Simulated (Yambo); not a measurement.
A G0W0@PBEsol run in Yambo for GaP (zinc blende, space group F-43m, No. 216) (4×4×4 Γ-centred k mesh, 308 bands and a 14 Ry block in the screening, 308 bands in G with the Bruneval-Gonze terminator, plasmon pole fitted at 27.2 eV) gives these matrix elements, in eV, at the band edges (Γ → X):

```csv
state,E0,<Vxc>,<Σx>,<Σc(E0)>,Z
valence edge,0.000,-12.769,-14.523,0.839,0.786
conduction edge,1.478,-9.556,-5.614,-3.893,0.810
```

Task: Solve the linearised quasiparticle equation for both states, give the gap, and say how exchange and correlation each act on it.

Result: E = E0 + Z(Σx + Σc − Vxc). Valence: 0.000 + 0.786 × (-14.523 + (0.839) − (-12.769)) = -0.72 eV. Conduction: 1.478 + 0.810 × (-5.614 + (-3.893) − (-9.556)) = 1.52 eV. The gap is 2.24 eV, against 1.48 eV in PBEsol. Replacing Vxc by bare exchange alone would open it by 5.70 eV; correlation takes back 4.73 eV of that, and Z scales what is left. Convergence of the G0W0 settings was not tested. 

The standard potential for Ga keeps a d shell in the valence without the s and p states of that shell. In tests on such compounds this moved G0W0 gaps by up to about 0.9 eV, so absolute quasiparticle energies here are unreliable; differences between settings are what counts.

Spin-orbit coupling is included.

Geometry relaxed with PBEsol; primitive cell a = 3.847 Å, b = 3.847 Å, c = 3.847 Å, α = 60.00°, β = 60.00°, γ = 60.00°.
